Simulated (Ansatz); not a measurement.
**Cu: computed property card**

Cu (diamond, space group No. 227), a = b = c = 5.232 Å, α = β = γ = 90.00°; the cell used has 2 atoms.

Space group Fd-3m (No. 227), diamond; conventional cell a = b = c = 5.232 Å, α = β = γ = 90.00°.

Method: PBEsol in the plane-wave PAW code Ansatz. The cell and atoms are relaxed at this level. Other levels are named where they apply.

Cell and energy:

- Volume per atom = 17.90 Å³
- Density = 5.90 g/cm³

Electronic structure:

Electronic character: metallic (no gap)
Density of states at the Fermi level: 0.42 states/eV per atom (mean over ±0.08 eV)

Mechanics:

- Bulk modulus (Birch–Murnaghan fit): 68.1 GPa
- Pressure derivative B′: 4.9
- Elastic constants (relaxed ions, GPa): C11 = 49.7, C12 = 76.9, C44 = -33.8
- Mechanical stability: unstable (C has a negative eigenvalue)

Phonons:

- Highest zone-centre frequency = 254 cm⁻¹
- Zone-centre stability = no imaginary mode at Γ

The start of the workflow was typed in or built on a structure type; neither database checked (COD, Materials Project) lists it. It is not the phase usual at ambient conditions (space group No. 225). Symmetry was held in the PBEsol relaxation. The run is not spin-polarised. As this level gives no gap, shear constants depend on the k-mesh and smearing (Fermi–Dirac, 0.1 eV here). As this level gives no gap, phonon frequencies hold no LO–TO term and depend on the k-mesh and smearing (Fermi–Dirac, 0.1 eV here).

Potentials: the later of the program's two PAW sets.
